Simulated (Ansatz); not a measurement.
Relaxed-ion elastic tensor of Ta (fcc (Cu type), Fm-3m) in GPa (Voigt order), plane-wave PAW r²SCAN (Ansatz code); density 16.14 g/cm³, 18.62 Å³ per atom.

```
 117   240   240   0.0   0.0   0.0
 240   117   240   0.0   0.0   0.0
 240   240   117   0.0   0.0   0.0
 0.0   0.0   0.0  73.9   0.0   0.0
 0.0   0.0   0.0   0.0  73.9   0.0
 0.0   0.0   0.0   0.0   0.0  73.9
```

Task: Is the crystal mechanically stable?

Result: No: the smallest eigenvalue of C is -123 GPa.

The workflow started from a Materials Project entry (that database holds measured and hypothetical structures alike); the Crystallography Open Database files this formula in space group No. 225, but the cells were not matched. It is not the phase usual at ambient conditions (space group No. 229). Symmetry was held in the r²SCAN relaxation. At this level the phase is mechanically unstable. The run is not spin-polarised. As this level gives no gap, shear constants depend on the k-mesh and smearing (Fermi–Dirac, 0.1 eV here). Spin–orbit coupling is left out wherever it is not named.

Potentials: the earlier of the program's two PAW sets.
